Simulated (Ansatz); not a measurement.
TiN:
```
TiN
1.0
    0.00000     2.10192     2.10192
    2.10192     0.00000     2.10192
    2.10192     2.10192     0.00000
Ti N
1 1
Cartesian
  2.10192   2.10192   2.10192
  0.00000   0.00000   0.00000
```

Relaxed with PBEsol. Special points in fractions of this cell's reciprocal vectors: Γ (0.000, 0.000, 0.000); X (0.500, 0.000, 0.500); U (0.625, 0.250, 0.625); K (0.375, 0.375, 0.750); L (0.500, 0.500, 0.500); W (0.500, 0.250, 0.750).

Q: List the band energies nearest the Fermi level at these points for the program Ansatz at the PBEsol level (PAW).

A: In eV from the Fermi level; about four levels below and three above (degenerate sets whole), none deeper than 8.9 eV; … stands for higher levels left out; points with the same levels are listed once.

```
k                                below           above
-  -----------------------------------  --------------
Γ  -2.05 -2.05 -2.05 -0.64 -0.64 -0.64               …
X              -5.90 -3.25 -3.25 -3.23  1.74 2.54 2.54
U              -5.95 -5.81 -4.55 -0.48  2.11 2.46 3.83
L                    -8.28 -5.63 -5.63  1.80 1.80 2.50
W                    -5.57 -5.57 -5.49  0.98 0.98 2.55
```

Space group Fm-3m (rock salt). The PBEsol relaxation kept the symmetry of its start; of distortions, only those at the zone centre were tested. No spin polarisation was allowed. The volume moved by -21 % from the start of the relaxation. With an odd number of electrons in the cell and no spin polarisation, the count alone makes it a metal.

Potentials: the later of the program's two PAW sets.
